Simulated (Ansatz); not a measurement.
The relaxed structure here is a generated cell of SnS2: the first start was made by placing the elements on the sites of a structure type, and the end was not matched to a known phase here, so it may be hypothetical. Known forms of SnS2 include space group No. 164.

A relaxed structure of SnS₂. Space group P4₂/mnm (No. 136), rutile type. Level of theory: PBEsol (plane waves to 420 eV, PAW, scalar-relativistic; Ansatz, a first-principles code).

```xyz
6
Lattice="6.0706 0.0000 0.0000 0.0000 6.0706 0.0000 0.0000 0.0000 3.7874" Properties=species:S:1:pos:R:3 pbc="T T T"
Sn     0.0000     0.0000     0.0000
Sn     3.0353     3.0353     1.8937
S      1.8620     1.8620     0.0000
S      4.8973     1.1733     1.8937
S      1.1733     4.8973     1.8937
S      4.2086     4.2086     0.0000
```

For SnS2, the volume per atom is 23.26 Å³. The density is 4.35 g/cm³ and the band gap is zero (the bands touch at this level, without spin-orbit coupling). The shortest distances is S–Sn 2.52 Å; S–S 3.32 Å and the k-mesh comes out as 6×6×9.

Band energies at high-symmetry points (eV from the Fermi level; labels of this space group; no spin-orbit coupling), from −5 eV up to 3.5 eV:

```
point                                                                               energies
-----  -------------------------------------------------------------------------------------
Γ      -4.30 -4.30 -3.65 -3.41 -3.14 -2.14 -1.23 -1.23 -1.05 -0.53 -0.53 0.21 1.64 2.97 2.97
X                      -3.06 -3.06 -3.05 -3.05 -2.12 -2.12 -1.11 -1.11 -0.60 -0.60 1.10 1.10
M                      -4.00 -4.00 -2.97 -2.97 -1.72 -1.72 -1.30 -1.30 -1.15 -1.15 1.05 1.05
Z                      -4.51 -4.51 -3.97 -3.97 -2.91 -2.91 -1.58 -1.58 -1.45 -1.45 1.29 1.29
R                        -4.41 -4.41 -2.10 -2.10 -1.00 -1.00 -0.92 -0.92 1.93 1.93 2.81 2.81
A                      -4.92 -4.92 -3.25 -3.25 -2.82 -2.82 -1.09 -1.09 -0.83 -0.83 0.66 0.66
```

No spin polarisation in the result. The gap comes from the SCF mesh and the high-symmetry points alone.

The run could not lower the symmetry of its start; a shaken copy of this end point relaxes with PBEsol to Pnnm (No. 58), 0.03 eV/atom lower.
